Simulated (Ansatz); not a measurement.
C:
```yaml
crystal:
  lattice:
    - [2.50984, 0.00000, 0.00000]
    - [-1.25492, 2.17359, 0.00000]
    - [0.00000, 0.00000, 8.28028]
  atoms:
    - { symbol: C, position: [0.00000, 0.00000, 0.59294] }
    - { symbol: C, position: [0.00000, 0.00000, 0.40706] }
    - { symbol: C, position: [0.00000, 0.00000, 0.09294] }
    - { symbol: C, position: [0.00000, 0.00000, 0.90706] }
    - { symbol: C, position: [0.33333, 0.66667, 0.34450] }
    - { symbol: C, position: [0.66667, 0.33333, 0.65550] }
    - { symbol: C, position: [0.66667, 0.33333, 0.84450] }
    - { symbol: C, position: [0.33333, 0.66667, 0.15550] }
```

Relaxed with r²SCAN. Special points in fractions of this cell's reciprocal vectors: Γ (0.000, 0.000, 0.000); M (0.500, 0.000, 0.000); K (0.333, 0.333, 0.000); A (0.000, 0.000, 0.500); L (0.500, 0.000, 0.500); H (0.333, 0.333, 0.500).

Task: List the band energies nearest the valence-band maximum at these points for DFT-r²SCAN in the program Ansatz with PAW potentials.

Result: In eV from the valence-band maximum; about four levels below and three above (degenerate sets whole), none deeper than 8.9 eV; points with the same levels are listed once.

```json
[
 {"k": "Γ", "below": "-1.84 -1.84 -0.23 0.00 0.00", "above": "5.59 5.59 5.77"},
 {"k": "M", "below": "-5.23 -4.98 -3.90 -3.16", "above": "4.87 5.86 6.35"},
 {"k": "K", "below": "-7.49 -5.92 -5.92 -4.42", "above": "6.64 6.64 8.30"},
 {"k": "A", "below": "-0.69 -0.69 -0.69 -0.69", "above": "6.41 6.41 6.41 6.41"},
 {"k": "L", "below": "-5.01 -5.01 -3.89 -3.89", "above": "5.23 5.23 7.39 7.39"},
 {"k": "H", "below": "-5.77 -5.77 -5.39 -5.39", "above": "5.46 5.46 10.25 10.25"}
]
```

Space group P6_3/mmc. The workflow started from a Materials Project entry (that database holds measured and hypothetical structures alike). Its sites differ from those of the usual phase in this space group: another stacking or structure type. The cell was relaxed with r²SCAN under the symmetry of its start; phonons on a q-mesh show no instability.

Potentials: the later of the program's two PAW sets.
